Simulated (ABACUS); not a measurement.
Band structure of a model cell of Ca (Pm-3n, 8 atoms in the cell; prototype structure).

```yaml
crystal:
  lattice:
    - [7.07692, 0.00000, 0.00000]
    - [0.00000, 7.07692, 0.00000]
    - [0.00000, 0.00000, 7.07692]
  atoms:
    - { symbol: Ca, position: [0.25000, 0.00000, 0.50000] }
    - { symbol: Ca, position: [0.75000, 0.00000, 0.50000] }
    - { symbol: Ca, position: [0.00000, 0.50000, 0.25000] }
    - { symbol: Ca, position: [0.00000, 0.50000, 0.75000] }
    - { symbol: Ca, position: [0.50000, 0.25000, 0.00000] }
    - { symbol: Ca, position: [0.50000, 0.75000, 0.00000] }
    - { symbol: Ca, position: [0.00000, 0.00000, 0.00000] }
    - { symbol: Ca, position: [0.50000, 0.50000, 0.50000] }
```

All values come from this method and carry its errors: PBE, PseudoDojo 0.5 standard norm-conserving PBE (tails mended) pseudopotentials (plane waves; ABACUS).

Settings: KPT = Gamma 4 4 4 0 0 0; basis_type = pw; dft_functional = PBE; ecutwfc = 68 Ry; smearing_method = fd; smearing_sigma = 0.00734986 Ry; potentials = PseudoDojo 0.5 standard norm-conserving PBE (tails mended); symmetry = 1; symmetry_prec = 1e-05; ks_solver = dav_subspace; scf_nmax = 100; scf_thr = 1.0e-09 Ry; mixing_type = broyden.

Lattice and positions were typed or generated, without prior relaxation.

Points are given in units of this cell's reciprocal vectors. Levels in eV from the Fermi level, bands 37 to 44:
| point | 37 | 38 | 39 | 40 | 41 | 42 | 43 | 44 |
|---|---|---|---|---|---|---|---|---|
| Γ (0 0 0) | -0.82 | -0.82 | -0.82 | 0.43 | 0.43 | 0.43 | 0.44 | 0.44 |
| X (0 0.5 0) | -0.60 | -0.60 | -0.32 | -0.32 | -0.29 | -0.29 | 0.58 | 0.58 |
| M (0.5 0.5 0) | -0.34 | -0.33 | -0.33 | -0.25 | 0.14 | 0.14 | 0.22 | 0.37 |
| R (0.5 0.5 0.5) | -1.66 | -1.66 | -1.66 | -1.66 | 0.94 | 0.94 | 0.94 | 0.94 |

3 bands cross the Fermi level along this path, so the cell has no gap at this level.

“Tails mended”: in these copies of the files the far tail of each local potential was reset to the Coulomb form.
